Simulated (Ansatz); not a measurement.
BiB (P6_222) was relaxed and computed twice in Ansatz (plane waves, PAW), once with PBE and once with PBEsol.

|  | run 1 | run 2 |
|---|---|---|
| cell | a = b = 3.9383 Å, c = 8.7705 Å, α = β = 90.00°, γ = 120.00° | a = b = 3.888 Å, c = 8.642 Å, α = β = 90.00°, γ = 120.00° |
| ΔH_f (eV/atom) | 1.08 | 1.05 |
| B₀ by P(V) fit (GPa) | 73.4 | 83.0 |

Question: Which run used which functional?

Answer: Run 1 is PBE, run 2 is PBEsol.

Constructed cells (a structure type filled with these elements, in neither database checked): BiB, P6_222 (B on 3d, Bi on 3c); BiB, P6_222 (B on 3c, Bi on 3d). All cells were relaxed under the symmetry of their starts (and spin orders); stability against distortions was not tested throughout. Scalar-relativistic: spin–orbit coupling is off unless named, which matters more the heavier the elements.

Potentials: the later of the program's two PAW sets.

Ansatz (a program for electronic structure) is a plane-wave DFT program.

Formation energies count from the lowest solids of the elements computed at the same level, not from gases.
